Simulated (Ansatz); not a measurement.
The start is a relaxed Hf cell shaken by Gaussian noise of σ = 0.08 Å a coordinate. A full variable-cell relaxation at zero pressure is run with PBEsol (plane waves to 420 eV, PAW, scalar-relativistic; Ansatz, a quantum-chemistry and plane-wave program). First-step values are on the input's coarse k-mesh.

Ansatz input (later rounds restart from its end on a renewed k-mesh):
Ansatz 0.2 input:
```yaml
crystal:
  lattice:
    - [5.5569466836, 0, 0]
    - [0, 5.5569466836, 0]
    - [0, 0, 5.5569466836]
  atoms:
    - { symbol: Hf, position: [0.2528594555, -0.0014453624, 0.5015946652] }
    - { symbol: Hf, position: [0.7508907609, -0.0091416283, 0.4732614065] }
    - { symbol: Hf, position: [-0.0054396394, 0.5102151991, 0.2688018829] }
    - { symbol: Hf, position: [-0.013990339, 0.4900841014, 0.7541350379] }
    - { symbol: Hf, position: [0.479782409, 0.2351014281, -0.0221887677] }
    - { symbol: Hf, position: [0.5111033597, 0.7427863604, 0.014276519] }
    - { symbol: Hf, position: [0.0028397167, 0.0061071186, 0.0069417858] }
    - { symbol: Hf, position: [0.5178540961, 0.5117645141, 0.4982171106] }
basis: { ecutwfc: 420, ecutrho_ratio: 4, xc_grid: 2, fft_grid_basis: typed }
kpoints: { mp_grid: { grid: [6, 6, 6] } }
hamiltonian:
  xc: pbesol
  dispersion: none
  pseudopotentials: { kind: paw }
scf: { occupations: { method: fermi_dirac, width: 0.05 } }
relax: { f_tol: 0.01, max_steps: 100, cell: { stress_tol: 0.02 } }
output: { forces: true, stress: true }
```

Task: What is the largest force in the starting geometry, and on which atom (counted from 1)?

Result: 1.08 eV/Å, on Hf3 (atoms numbered as listed).

Task: How much energy is released per atom?

Result: 0.13 eV/atom.

Task: How does the volume change?

Result: +2.5 %, from 21.45 to 21.98 Å³/atom.

Task: Is the parent structure recovered?

Result: It does not go back: it reaches R3 (No. 146), 0.12 eV/atom below the parent.

Task: How do the shortest distances between atoms change?

Result: The closest pairs of elements (up to four, under 3.6 Å), start → end: Hf–Hf 2.70 → 2.91 Å.

Task: Is the relaxed structure metallic? Give its gap.

Result: Zero (metallic).

Task: What does it relax into? Give the structure.

Result: 
Space group R3, hexagonal axes (No. 146); a = 8.216 Å, b = 8.216 Å, c = 9.023 Å, α = 90.00°, β = 90.00°, γ = 120.00°

| atom | site | symmetry | x | y | z |
|---|---|---|---|---|---|
| Hf | 9b | 1 | 0.2652 | 0.2729 | 0.2728 |
| Hf | 9b | 1 | 0.3305 | 0.0249 | 0.0826 |
| Hf | 3a | 3. | 0.0000 | 0.0000 | 0.9121 |
| Hf | 3a | 3. | 0.0000 | 0.0000 | 0.5365 |
(The calculation used a cell of 8 atoms; values per cell refer to that cell.)

Final values are on a 9×9×9 k-mesh of the relaxed cell. No spin polarisation in the result.

The relaxed structure here is a generated cell of Hf: the first start was made by placing the elements on the sites of a structure type, and the end was not matched to a known phase here, so it may be hypothetical. Known forms of Hf include space group No. 194.
